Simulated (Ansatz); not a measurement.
TiAs in space group P6_3/mmc (No. 194; Ti on 4f, As on 2a, As on 2d), the program Ansatz at the PBE level (PAW), all energies at zero smearing, with the estimated change up to a 700 eV cutoff added, with one set of potentials and settings (totals compare only within such a set). Cell of 8 atoms (4 Ti, 4 As): -29430.694 eV.

| element | reference phase | E (eV/atom) |
|---|---|---|
| Ti | P6/mmm, 3 atoms in the cell | -2499.6763 |
| As | R-3m, 2 atoms in the cell | -4856.1443 |

Formation energy per atom, worked out: (-29430.694 − 4×(-2499.6763) − 4×(-4856.1443))/8 = -0.926 eV/atom (-89 kJ per mol of atoms), at 0 K, without zero-point energy or fitted corrections.

The workflow started from a Materials Project entry (that database holds measured and hypothetical structures alike); the Crystallography Open Database files this formula in space group No. 194, but the cells were not matched. Its standing as an ambient phase is unchecked. Symmetry was held in the PBE relaxation; whether a distortion lowers the energy is not shown. The run is not spin-polarised. The references are the lowest solids computed at this level, not always the standard phases.

Potentials: the earlier of the program's two PAW sets.
